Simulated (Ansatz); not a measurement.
**Response of Si to small distortions**

```
CELL_PARAMETERS angstrom
0.00000 2.71547 2.71547
2.71547 0.00000 2.71547
2.71547 2.71547 0.00000
ATOMIC_POSITIONS crystal
Si 0.50000 0.50000 0.50000
Si 0.75000 0.75000 0.75000
```

Atom numbers follow the list: Si1, Si2.

The cell is a measured one (Crystallography Open Database entry 9011998); the temperature and pressure of the measurement aren't taken into account, and nothing was relaxed.

Level of theory: DFT, LDA, all-electron LAPW, scalar-relativistic (Ansatz 0.2.0).

The runs use a Γ-centred 11×11×11 k mesh, Fermi–Dirac smearing of 0.08 eV, basis error target 0.25 meV/atom, no spin polarisation.

The unchanged cell is at -1.55 GPa.

Semilocal functionals give too small gaps.

x, y and z are the Cartesian axes of the cell as listed; fractional coordinates follow a strain, and an engineering shear is twice the off-diagonal strain component.

Question: One change gave: energy change +2 meV/atom; stress change (xx, yy, zz, yz, xz, xy) 0.04, 0.04, 0.04, 1.02, 1.02, 1.02 GPa, compression positive; change of the force on Si1 (-0.098, -0.098, -0.098) eV/Å; gap on the k mesh 0.50 → 0.47 eV. Which change was it?
A. equal xy, yz and zx engineering shear strains of +2 %
B. equal xy, yz and zx engineering shear strains of +1 %
C. equal xy, yz and zx engineering shear strains of -1 %
D. equal xy, yz and zx engineering shear strains of -3 %
E. equal xy, yz and zx engineering shear strains of +3 %
F. equal xy, yz and zx engineering shear strains of -2 %

Answer: C. For equal xy, yz and zx engineering shear strains of -3 %: energy change +18 meV/atom; stress change (xx, yy, zz, yz, xz, xy) 0.33, 0.33, 0.33, 3.22, 3.22, 3.22 GPa, compression positive; change of the force on Si2 (0.327, 0.327, 0.327) eV/Å; gap on the k mesh 0.50 → 0.39 eV. For equal xy, yz and zx engineering shear strains of +2 %: energy change +7 meV/atom; stress change (xx, yy, zz, yz, xz, xy) 0.13, 0.13, 0.13, -1.92, -1.92, -1.92 GPa, compression positive; change of the force on Si1 (0.167, 0.167, 0.167) eV/Å; gap on the k mesh 0.50 → 0.44 eV. For equal xy, yz and zx engineering shear strains of -2 %: energy change +8 meV/atom; stress change (xx, yy, zz, yz, xz, xy) 0.14, 0.14, 0.14, 2.10, 2.10, 2.10 GPa, compression positive; change of the force on Si1 (-0.207, -0.207, -0.207) eV/Å; gap on the k mesh 0.50 → 0.43 eV. For equal xy, yz and zx engineering shear strains of +1 %: energy change +2 meV/atom; stress change (xx, yy, zz, yz, xz, xy) 0.03, 0.03, 0.03, -0.98, -0.98, -0.98 GPa, compression positive; change of the force on Si2 (-0.088, -0.088, -0.088) eV/Å; gap on the k mesh 0.50 → 0.48 eV. For equal xy, yz and zx engineering shear strains of +3 %: energy change +16 meV/atom; stress change (xx, yy, zz, yz, xz, xy) 0.30, 0.30, 0.30, -2.83, -2.83, -2.83 GPa, compression positive; change of the force on Si1 (0.239, 0.239, 0.239) eV/Å; gap on the k mesh 0.50 → 0.39 eV.
